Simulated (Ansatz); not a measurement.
BaZrO3 (cubic perovskite)

```
CELL_PARAMETERS angstrom
      4.22721     0.00000     0.00000
      0.00000     4.22721     0.00000
      0.00000     0.00000     4.22721
ATOMIC_POSITIONS crystal
  Ba 0.00000 0.00000 0.00000
  Zr 0.50000 0.50000 0.50000
  O  0.00000 0.50000 0.50000
  O  0.50000 0.50000 0.00000
  O  0.50000 0.00000 0.50000
```

In each cell atom 3 (O, nearest neighbour Zr at 2.114 Å; its periodic images, 4.2 Å or more away, move with it) moves by s·(0.577, 0.577, 0.577) (along Cartesian [111]), the rest being held.

The numbers are results of PBE (plane waves to 420 eV, PAW, scalar-relativistic; Ansatz, a first-principles code), not measurements. k mesh 6×6×6 (Γ-centred), Fermi-Dirac smearing 0.05 eV. Energies are smeared free energies. BaZrO3 is run without spin polarisation. BaZrO3 was relaxed with its symmetry unable to fall. The zero of ΔE is the undisplaced structure.

```json
[
 {"s (Å)": "-0.210", "ΔE (meV/cell)": "119.4"},
 {"s (Å)": "-0.168", "ΔE (meV/cell)": "75.9"},
 {"s (Å)": "-0.126", "ΔE (meV/cell)": "42.4"},
 {"s (Å)": "-0.084", "ΔE (meV/cell)": "18.8"},
 {"s (Å)": "-0.042", "ΔE (meV/cell)": "4.7"},
 {"s (Å)": "0.000", "ΔE (meV/cell)": "0.0"},
 {"s (Å)": "0.042", "ΔE (meV/cell)": "4.7"},
 {"s (Å)": "0.084", "ΔE (meV/cell)": "18.8"},
 {"s (Å)": "0.126", "ΔE (meV/cell)": "42.4"},
 {"s (Å)": "0.168", "ΔE (meV/cell)": "75.9"},
 {"s (Å)": "0.210", "ΔE (meV/cell)": "119.4"}
]
```

Problem. What force constant k = d²E/ds² at s = 0 does the table give?

Solution. 5.3 eV/Å². It is the second difference of the nearest points, corrected with the next pair.

Problem. With k = 5.30 eV/Å² from the forces, is the well harmonic out to s = 0.210 Å?

Solution. ½ks² = 116.9 meV/cell against the computed 119.4 meV/cell, so the well is close to harmonic there.

(For displaced atoms, the force is minus the slope of the energy, and its curvature is a force constant, which sets phonon frequencies.)
